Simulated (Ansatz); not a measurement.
Starting cell, HfO2 (fluorite):

```xyz
6
Lattice="0.0000 5.0438 5.0438 2.5219 0.0000 2.5219 2.5219 2.5219 0.0000" Properties=species:S:1:pos:R:3 pbc="T T T"
Hf     0.0000     0.0000     0.0000
Hf     0.0000     2.5219     2.5219
O      1.2610     1.2610     1.2610
O      1.2610     3.7829     3.7829
O      3.7829     3.7829     3.7829
O      3.7829     6.3048     6.3048
```

In each cell atom 4 (O, nearest neighbour Hf at 2.184 Å; its periodic images, 3.6 Å or more away, move with it) moves by s·(0.577, 0.577, 0.577) (along Cartesian [111]), the rest being held.

These are PBEsol (plane waves to 420 eV, PAW, scalar-relativistic; Ansatz, a quantum-chemistry and plane-wave program) values and carry that method's errors. k mesh 9×9×9 (Γ-centred), Fermi-Dirac smearing 0.05 eV. E stands for the smeared free energy. HfO2 is run without spin polarisation. HfO2 was relaxed with its symmetry unable to fall. Spin-orbit coupling is left out, though Hf is heavy. This is a high-temperature form of HfO2. ΔE is measured from the undisplaced structure.

```csv
s (Å),ΔE (meV/cell)
-0.220,369
-0.176,225
-0.132,121
-0.088,51
-0.044,12
0.000,0
0.044,11
0.088,44
0.132,94
0.176,162
0.220,243
```

What force constant k = d²E/ds² at s = 0 does the table give?

12 eV/Å². It is the second difference of the nearest points, corrected with the next pair.

With k = 12.19 eV/Å² from the forces, is the well harmonic out to s = 0.220 Å?

½ks² = 295 meV/cell against the computed 243 meV/cell, so the well is softer than harmonic there.

(A displaced cell: forces are minus the slopes of the energy, force constants its curvatures, and phonons follow from these.)
